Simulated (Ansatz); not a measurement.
SiO$_{2}$:
```
CELL_PARAMETERS angstrom
      4.92029     0.00000     0.00000
     -2.46014     4.26110     0.00000
      0.00000     0.00000     5.41615
ATOMIC_POSITIONS crystal
  Si 0.46894 0.00000 0.66667
  Si 0.00000 0.46894 0.33333
  Si 0.53106 0.53106 0.00000
  O  0.41316 0.26907 0.78454
  O  0.73093 0.14408 0.45121
  O  0.85592 0.58684 0.11787
  O  0.26907 0.41316 0.21546
  O  0.14408 0.73093 0.54879
  O  0.58684 0.85592 0.88213
```

Relaxed with r²SCAN.

**Question.** Give the Bader charges and basin volumes of the independent atoms, DFT-r²SCAN in the program Ansatz with PAW potentials.

**Answer.** 

| atom | Bader charge (e) | Bader volume (Å³) |
|---|---|---|
| Si1 | +3.37 | 2.7 |
| O4 | -1.68 | 17.6 |

Space group P3_221. The cell was relaxed with r²SCAN under the symmetry of its start.

Potentials: the later of the program's two PAW sets.
